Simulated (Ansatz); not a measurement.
CaZn$_{2}$Sb$_{2}$:
Space group P-3m1 (No. 164); a = b = 4.358 Å, c = 7.231 Å, α = β = 90.00°, γ = 120.00°

```tsv
atom	site	symmetry	x	y	z
Ca	1a	-3m.	0.0000	0.0000	0.0000
Zn	2d	3m.	0.6667	0.3333	0.3669
Sb	2d	3m.	0.3333	0.6667	0.2558
```

Relaxed at zero pressure with LDA in the plane-wave PAW code Ansatz.

Question: The volume is raised by 9 % and shape and atoms relax at that volume. What pressure results, and how do the axes share the change?

Answer: -3.9 GPa; a 2.5 %, b 2.5 %, c 3.8 %; the energy rises by 28 meV/atom.

Question: Give the new structure.

Answer: 
Space group P-3m1 (No. 164); a = b = 4.4658 Å, c = 7.5063 Å, α = β = 90.00°, γ = 120.00°

```tsv
atom	site	symmetry	x	y	z
Ca	1a	-3m.	0.0000	0.0000	0.0000
Zn	2d	3m.	0.6667	0.3333	0.3659
Sb	2d	3m.	0.3333	0.6667	0.2618
```

The phase is kept; no other phase was compared at this pressure.

The first step of the workflow began from a Materials Project structure, measured or hypothetical; the Crystallography Open Database files this formula in space group No. 164, but the cells were not matched. Whether it is the stable phase at ambient conditions was not checked. Symmetry was held in the LDA relaxation; of distortions, only those at the zone centre were tested. Scalar-relativistic: spin–orbit coupling is off unless named, which matters more the heavier the elements.

Potentials: the later of the program's two PAW sets.
